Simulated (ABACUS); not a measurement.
Set-up for a self-consistent single point of Si2Mo (I4/mmm, 3 atoms in the cell; from Materials Project mp-2592, lattice scaled a little).

```yaml
crystal:
  lattice:
    - [-1.57313, 1.57313, 3.83736]
    - [1.57313, -1.57313, 3.83736]
    - [1.57313, 1.57313, -3.83736]
  atoms:
    - { symbol: Si, position: [0.66457, 0.66457, 0.00000] }
    - { symbol: Si, position: [0.33543, 0.33543, 0.00000] }
    - { symbol: Mo, position: [0.00000, 0.00000, 0.00000] }
```

Level of theory: PBE-D3(zero damping), numerical atomic orbitals TZDP (confined pseudo-atomic orbitals; energy shift 0.01 Ry), PseudoDojo 0.5 standard norm-conserving PBE (tails mended) pseudopotentials (ABACUS).

ABACUS settings:

- basis: TZDP numerical atomic orbitals, energy shift 0.01 Ry
- KPT: Gamma 12 12 12 0 0 0
- basis_type: lcao
- dft_functional: PBE
- ecutwfc: 100 Ry
- smearing_method: mp
- smearing_sigma: 0.00999582 Ry
- vdw_method: d3_0
- potentials: PseudoDojo 0.5 standard norm-conserving PBE (tails mended)
- symmetry: 1
- symmetry_prec: 1e-05
- ks_solver: genelpa
- scf_nmax: 100
- scf_thr: 1.0e-07
- mixing_type: pulay

Results:

Number of valence electrons: 22
Number of bands: 21
Number of k-points after the program's reduction: 163
Size of the basis: 72
Number of SCF iterations: 9
Free energy E − TS: -2144.3965 eV
Fermi level (on the code's own zero): 17.15 eV
Pressure: 10.13 GPa
Largest force (vector length): 0.162 eV/Å
Dispersion energy: -1.153 eV

Forces (eV/Å):
| atom | Fx | Fy | Fz |
|---|---|---|---|
| Si1 | 0.000 | 0.000 | 0.162 |
| Si2 | 0.000 | 0.000 | -0.162 |
| Mo3 | 0.000 | 0.000 | 0.000 |

Stress (GPa, positive for compression):
```
 8.82   0.00   0.00
 0.00   8.82   0.00
 0.00   0.00  12.74
```

For comparison: a first run (DFT, PBE, numerical atomic orbitals TZDP (confined pseudo-atomic orbitals; energy shift 0.01 Ry), PseudoDojo 0.5 standard norm-conserving PBE (tails mended) pseudopotentials) was changed to give this one (vdw_method: default → d3_0), and from it to this one the pressure goes from 15.70 to 10.13 GPa and the largest force goes from 0.157 to 0.162 eV/Å.

The atom-centred basis is finite, which shifts total energies, pressures and forces against plane waves. The structure comes from a collection of computed structures, made at another level of theory; the collection holds predicted forms beside known ones. Its lattice was then scaled. No clean gap shows at this smearing width and mesh (spacing up to 0.24 Å⁻¹); the mesh is coarse for partly filled bands, so the values carry mesh errors.

Cost on one core: roughly 80 core-seconds.

The atomic orbitals were generated for these runs; they are not ABACUS's published sets and were checked against plane waves on a few crystals only.

“Tails mended”: in these copies of the files the far tail of each local potential was reset to the Coulomb form.
